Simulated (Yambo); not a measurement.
## CdSe: sweep of GW parameters

G0W0@PBEsol for CdSe (zinc blende, space group F-43m, No. 216) in Yambo. Reference settings: 4×4×4 Γ-centred k mesh, bands 10 to 113 and a 8 Ry block in the screening, 113 bands in G with the Bruneval-Gonze terminator, plasmon pole fitted at 27.2 eV. The PBEsol gap Γ → Γ on this mesh is 0.48 eV; G0W0 gaps are taken between the same points.

```
change from the reference     G0W0 gap Γ → Γ (eV)  shift of the valence edge (eV)  rough Yambo cost
----------------------------  -------------------  ------------------------------  ----------------
reference settings                           1.82                           -1.17                 1
45 bands in G                                1.82                           -1.13                 –
wavefunctions cut at 25 Ry                   1.72                           -0.99         about 1/3
no point-group symmetry                      1.81                           -1.16          about 4×
45 bands in G, no terminator                 1.69                           -0.71                 –
no terminator                                1.78                           -1.08                 –
```

The reference isn't shown to be the converged limit. Costs are rough (shared machines), scaled to the same edge states, and given only for runs that recompute the screening.

Spin-orbit splittings are left out.

The standard potential for Se keeps a d shell in the valence without the s and p states of that shell. In tests on such compounds this moved G0W0 gaps by up to about 0.9 eV, so absolute quasiparticle energies here are unreliable; differences between settings are what counts.

Geometry relaxed with PBEsol; primitive cell a = b = c = 4.301 Å, α = β = γ = 60.00°.

A shift is the quasiparticle energy of the state minus its PBEsol energy.
